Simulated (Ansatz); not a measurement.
Structure types of Cr were relaxed at one common pressure (all-electron LAPW in Ansatz 0.2.0 under PBEsol, scalar-relativistic, ferromagnetic start, though the moments died away, zero temperature). They take these volumes:

| type | space group | V (Å³/atom) |
| --- | --- | --- |
| bcc | Im-3m | 4.54 |
| hcp | P6_3/mmc | 4.44 |
| diamond | Fd-3m | 5.17 |
| sc | Pm-3m | 4.68 |

**Question.** At about which pressure, and is the densest type also the lowest in enthalpy?

**Answer.** 1400 GPa. The densest is hcp, and it is also the lowest in enthalpy among these.
